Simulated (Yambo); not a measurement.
Data:

```xyz
4
Lattice="2.8408 1.6401 2.3184 -2.8408 1.6401 2.3184 0.0000 -3.2802 2.3184" Properties=species:S:1:pos:R:3 pbc="T T T"
F      1.4154    -2.4516     3.4777
F      1.4154     2.4516     3.4777
F     -2.8309     0.0000     3.4777
Sc     0.0000     0.0000     0.0000
```

Workflow: PBEsol (pw.x of Quantum ESPRESSO, ONCV potentials, scalar-relativistic), then G0W0 in Yambo (4×4×4 Γ-centred k mesh, bands 2 to 154 and a 10 Ry block in the screening, 154 bands in G with the Bruneval-Gonze terminator, plasmon pole fitted at 27.2 eV).

Q: Give the PBEsol and G0W0 gaps between the band edges found on this mesh, and say where the edges lie.

A: Edges: Z → Γ. PBEsol: 6.30 eV; G0W0: 11.39 eV. Convergence of the G0W0 settings was not tested. 

Geometry relaxed with PBEsol.
